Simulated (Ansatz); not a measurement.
Input and output of a single-point calculation on GaBAs2, ordered on the zincblende lattice (I-42d) with 8 atoms a cell (Ansatz 0.2.0, HSE06). The cell was relaxed beforehand with r2SCAN.

The input:
```yaml
crystal:
  lattice:
    - [-2.6349550274, 2.6349550274, 5.1058354695]
    - [2.6349550274, -2.6349550274, 5.1058354695]
    - [2.6349550274, 2.6349550274, -5.1058354695]
  atoms:
    - { symbol: B, position: [0.0, 0.0, 0.0] }
    - { symbol: As, position: [0.375, 0.3233544014, 0.4483544014] }
    - { symbol: B, position: [0.75, 0.25, 0.5] }
    - { symbol: As, position: [0.0733544014, 0.625, -0.0516455986] }
    - { symbol: Ga, position: [0.5, 0.5, 0.0] }
    - { symbol: As, position: [0.875, 0.9266455986, 0.5516455986] }
    - { symbol: Ga, position: [0.25, 0.75, 0.5] }
    - { symbol: As, position: [0.6766455986, 0.125, 0.0516455986] }
kpoints:
  mp_grid: { grid: [4, 4, 4] }
  band_path:
    path:
      - [0.0, 0.0, 0.0]
      - [0.0, 0.0, 0.5]
      - [0.25, 0.25, 0.25]
      - [0.0, 0.5, 0.0]
      - [0.5, 0.5, -0.5]
      - [0.3165813798, 0.6834186202, -0.3165813798]
      - [-0.3165813798, 0.3165813798, 0.3165813798]
      - [-0.1331627596, 0.1331627596, 0.5]
      - [0.5, 0.5, -0.1331627596]
      - [0.166667, 0.166667, -0.166667]
      - [0.05, 0.05, -0.05]
    npoints: 1
hamiltonian:
  xc: hse06
scf:
  occupations: { method: fixed }
  n_extra_bands: 6
output:
  forces: true
  stress: true
  eigenvalues: true
  write_density: true
  write_potential: true
  elf: true
  volumetric_format: npy
```

Run as `ansatz run input.yaml --threads 4 --pin off --max-ram 6451MiB --backend cpu --events-out ev --progress --plain --runs-dir out`. Wall time 3.3 min on 4 threads of AMD EPYC 7R43 64-Core Processor (Zen 3), on a shared host; peak host memory 2.8 GiB.

The output, standing remarks left out:
```
Pseudopotential: B, paw, valence charge 3, recommended cutoff 420 eV (normal)
Pseudopotential: As, paw, valence charge 15, recommended cutoff 420 eV (normal)
Pseudopotential: Ga, paw, valence charge 13, recommended cutoff 420 eV (normal)
Functional definition: HSE06
Crystal: 8 atoms, lattice volume = 141.799 Å³
Basis set: ecut = 420 eV, 2761 PW (Γ)
Bands: 52, of which v1, the nominal top of the filled ones, is band 46 counted from 1 (45 counted from 0)
Symmetry: 8 space group operations
Space group: I-42d (ITA 122)
k-points: 13 of 64 (time reversal used)
Exchange kernel: α = 0.2500, screened, ω = 0.2079 Å⁻¹, Wigner–Seitz truncation, v(0) = 1046.2672 eV·Å³, q-mesh 4×4×4
hybrid outer 1: dexx = +3.471e-2 eV, tail = 2.29e-4 eV
hybrid outer 2: dexx = +3.799e-6 eV, tail = 1.03e-7 eV, Δε = 2.91e-3 eV, ΔF = 7.13e-3 eV/Å
hybrid outer 3: dexx = +1.846e-9 eV, tail = 1.90e-9 eV, Δε = 5.88e-5 eV, ΔF = 1.05e-5 eV/Å
hybrid SCF converged: 3 outer / 15 inner (+4 warm-up)
Free energy (F): -27309.289667 eV
Fermi energy:    9.253327 eV
--- Forces (eV/Å), atoms counted from 1 ---
  atom   1  B       0.00000      0.00000      0.00000
  atom   2  As    -0.13808      0.00000      0.00000
  atom   3  B       0.00000      0.00000      0.00000
  atom   4  As      0.00000    -0.13808      0.00000
  atom   5  Ga      0.00000      0.00000      0.00000
  atom   6  As      0.13808      0.00000      0.00000
  atom   7  Ga      0.00000      0.00000      0.00000
  atom   8  As      0.00000      0.13808      0.00000
--- Stress (GPa, compression-positive) ---
       -0.068931       0.000000       0.000000
        0.000000      -0.068931       0.000000
        0.000000       0.000000      -0.294466
  P = ⅓ Tr σ = -0.1441 GPa (-1.441 kbar)
```

The file bands.tsv (bands near the Fermi energy, numbered from 0, rounded):
```tsv
# k_distance	band_41	band_42	band_43	band_44	band_45	band_46	band_47	band_48	band_49
# fermi_ev = 9.253327
# [0, 0, 0] at k_distance = 0.000000
# [0, 0, 0.5] at k_distance = 0.843066
# [0.25, 0.25, 0.25] at k_distance = 1.150713
# [0, 0.5, 0] at k_distance = 1.746851
# [0.5, 0.5, -0.5] at k_distance = 2.417692
# [0.3165813798, 0.6834186202, -0.3165813798] at k_distance = 2.855063
# [-0.3165813798, 0.3165813798, 0.3165813798] at k_distance = 3.547461
# [-0.1331627596, 0.1331627596, 0.5] at k_distance = 3.984832
# [0.5, 0.5, -0.1331627596] at k_distance = 4.677230
# [0.166667, 0.166667, -0.166667] at k_distance = 5.419421
# [0.05, 0.05, -0.05] at k_distance = 5.562990
# levels_relative_to = fermi_ev
0.000	-3.219	-3.219	-0.023	0.000	0.000	1.649	1.703	3.047	3.935
0.843	-2.124	-1.488	-1.488	-1.169	-1.169	2.231	2.231	3.720	3.720
1.151	-2.822	-1.598	-1.598	-1.451	-1.451	2.898	2.898	3.466	3.466
1.747	-3.627	-2.691	-2.576	-1.754	-1.300	3.779	3.814	4.318	4.523
2.418	-3.142	-2.563	-2.563	-1.808	-1.808	2.170	2.170	2.189	2.189
2.855	-3.658	-2.814	-2.770	-1.481	-1.021	2.162	3.334	4.173	4.490
3.547	-3.658	-2.814	-2.770	-1.481	-1.021	2.162	3.334	4.173	4.490
3.985	-2.785	-1.634	-1.634	-1.482	-1.482	2.668	2.668	4.619	4.619
4.677	-2.785	-1.634	-1.634	-1.482	-1.482	2.668	2.668	4.619	4.619
5.419	-3.061	-3.061	-0.944	-0.518	-0.518	1.493	2.267	3.484	4.029
5.563	-3.204	-3.204	-0.130	-0.055	-0.055	1.576	1.813	3.139	3.996
```
In order the rows are Γ, X, P, N, M, S, S₀, R, G, Γ–M (0.33), Γ–M (0.10).

Planar averages along the third cell vector, from rho_z.tsv and v_z.tsv (valence density with its augmentation; electrostatic potential energy of an electron, of which only differences have a meaning):
```
z (Å)  ρ (e/Å³)  v_es (eV)
 0.00     1.262       5.34
 0.28     1.106       5.48
 0.56     0.785       5.92
 0.84     0.503       6.67
 1.12     0.333       7.49
 1.40     0.260       8.00
 1.55     0.250       8.08
 1.83     0.271       7.91
 2.11     0.365       7.30
 2.39     0.564       6.46
 2.67     0.867       5.78
 2.95     1.170       5.42
 3.23     1.251       5.35
 3.51     1.031       5.56
 3.79     0.705       6.08
 4.07     0.450       6.88
 4.35     0.307       7.65
 4.64     0.253       8.06
 4.78     0.250       8.08
 5.06     0.287       7.80
 5.34     0.404       7.09
 5.62     0.631       6.26
 5.90     0.950       5.66
 6.18     1.220       5.37
```

The HSE06 gap is indirect, 1.49 eV (Γ to Γ–M (0.33 of the way from Γ)), below the direct gap of 1.63 eV at Γ–M (0.10 of the way from Γ). The gap is the least over the mesh and the extra points. The mean stress, -0.1 GPa, is small, and the program warns that its thresholds are loose for a hybrid's stress. The largest force is 0.14 eV/Å.

Values at 0 K without nuclear motion; spin polarisation is off, and the phase may be a hypothetical one.

Spin-orbit coupling is left out.

The meshes of the hybrids are coarse, so their gaps aren't converged to the digits shown.
